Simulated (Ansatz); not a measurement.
InP (zinc blende), frozen-phonon scan

Starting cell, InP (zinc blende):

```
InP
1.0
    0.00000     5.95953     5.95953
    2.97977     2.97977     5.95953
    2.97977     2.97977     0.00000
P In
2 2
Direct
  0.00000   0.75000   0.75000
  0.50000   0.75000   0.75000
  0.00000   0.00000   0.00000
  0.50000   0.00000   0.00000
```

The atoms are displaced by Q × the pattern below (from a DFPT mode at X = (0.5, 0.5, 0.0), largest move 1; Q in Å), at fixed cell. (q is in reciprocal vectors of the primitive cell; the cell shown is doubled to hold the pattern.)

```tsv
atom	x	y	z
P1	0.000	0.000	1.000
P2	0.000	0.000	-1.000
```

Atoms not listed stay in place.

Computed with PBE (plane waves to 420 eV, PAW, scalar-relativistic; Ansatz, a first-principles code). k mesh 10×10×10 (Γ-centred), Fermi-Dirac smearing 0.05 eV. Energies are smeared free energies. Stress and pressure are positive under compression. InP was relaxed with its symmetry unable to fall. The zero of ΔE is the undisplaced structure.

| Q (Å) | ΔE (eV/cell) | −dE/dQ from forces (eV/Å) | P (GPa) |
|---|---|---|---|
| -0.180 | 0.343 | 3.783 | 0.99 |
| -0.150 | 0.239 | 3.167 | 0.69 |
| -0.120 | 0.153 | 2.543 | 0.44 |
| -0.090 | 0.086 | 1.913 | 0.25 |
| -0.060 | 0.038 | 1.278 | 0.11 |
| -0.030 | 0.010 | 0.640 | 0.03 |
| 0.000 | 0.000 | 0.000 | 0.00 |
| 0.030 | 0.010 | -0.640 | 0.03 |
| 0.060 | 0.038 | -1.278 | 0.11 |
| 0.090 | 0.086 | -1.913 | 0.25 |
| 0.120 | 0.153 | -2.543 | 0.44 |
| 0.150 | 0.239 | -3.167 | 0.69 |
| 0.180 | 0.343 | -3.783 | 0.99 |

What the scan shows:

| Item | Value |
|---|---|
| Energy at Q = 0.180 Å | 343 meV/cell |
| Space group of the distorted cell | P-4m2 (No. 115), lowered from F-43m |
| Symmetry of the curve | even: the same for both signs |
| Shape of the curve | a single well with its minimum at or next to zero displacement |
| Harmonic wavenumber from the curvature (finite differences) | 306 cm⁻¹ |
| Wavenumber by perturbation theory (DFPT, on another k mesh) | 306 cm⁻¹ |

The 13 points together took around 4 core-minutes (rough).

(For displaced atoms, the force is minus the slope of the energy, and its curvature is a force constant, which sets phonon frequencies.)
